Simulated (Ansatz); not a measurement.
Al2Cu (Al2Cu type, space group I4/mcm)

```xyz
6
Lattice="-3.0029 3.0029 2.3949 3.0029 -3.0029 2.3949 3.0029 3.0029 -2.3949" Properties=species:S:1:pos:R:3 pbc="T T T"
Al     0.9552     3.9581     0.0000
Al     0.9552     2.0477     2.3949
Al     2.0477     0.9552     0.0000
Al     2.0477    -0.9552     2.3949
Cu     0.0000     0.0000     1.1974
Cu     0.0000     0.0000     3.5923
```

Grid over V/V₀ and (c/a)/(c/a)₀, subscript 0 meaning the relaxed cell; the conventional c axis lies along z; no internal relaxation.

Computed with r2SCAN (plane waves to 500 eV, PAW, scalar-relativistic; Ansatz, a quantum-chemistry and plane-wave program). k mesh 12×12×12 (Γ-centred), Fermi-Dirac smearing 0.05 eV. Compression counts positive. As the atoms are clamped, bonds stretch with the cell, which overstates energies and stresses. With partly filled bands, the response to shear is sensitive to the k mesh, so small differences along c/a are uncertain. Al2Cu is run without spin polarisation. Al2Cu was relaxed with its symmetry unable to fall.

At one point of the scan the stress tensor (GPa) is:

```
   -7.4      0.0      0.0
    0.0     -7.4      0.0
    0.0      0.0     -7.3
```

Q: Which point is it?
A) V/V₀ = 1.080, (c/a)/(c/a)₀ = 0.960
B) V/V₀ = 1.080, (c/a)/(c/a)₀ = 1.000
C) V/V₀ = 1.040, (c/a)/(c/a)₀ = 0.920
D) V/V₀ = 1.080, (c/a)/(c/a)₀ = 0.920

A: B, V/V₀ = 1.080, (c/a)/(c/a)₀ = 1.000

(Under strain, the slope of the energy per volume gives the stress and its curvature an elastic modulus.)
